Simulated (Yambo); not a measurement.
```
SiC
1.0
    0.00000     2.17699     2.17699
    2.17699     0.00000     2.17699
    2.17699     2.17699     0.00000
C Si
1 1
Direct
  0.00000   0.00000   0.00000
  0.75000   0.75000   0.75000
```

SiC (zinc blende, space group F-43m, No. 216): mean Im ε in 1 eV windows above the direct gap of 5.63 eV, for different electron-hole kernels (Yambo, broadening 0.15 eV, PBE (pw.x of Quantum ESPRESSO, ONCV potentials, no spin-orbit coupling) bands; 10×10×10 mesh, 3 valence and 4 conduction bands, static screening with 11 bands and a 4 Ry block, scissor 1.07 eV, Tamm-Dancoff; field along x).

```csv
window (eV),independent quasiparticles,RPA (no attraction),BSE
5.6 to 6.6,3.8,3.2,13
6.6 to 7.6,11,8.7,23
7.6 to 8.6,18,16,10
8.6 to 9.6,11,9.1,9.3
9.6 to 10.6,11,12,4.5
10.6 to 11.6,5.9,7.3,2.5
```

This run doesn't resolve bound excitons or single peaks, so only averages are given, and they too depend on the mesh; weight that the attraction moves below the gap isn't listed. All transitions below 12.83 eV are in the band window. The scissor comes from a G0W0 run whose convergence isn't established.

Geometry of the Materials Project entry, not relaxed at this level.
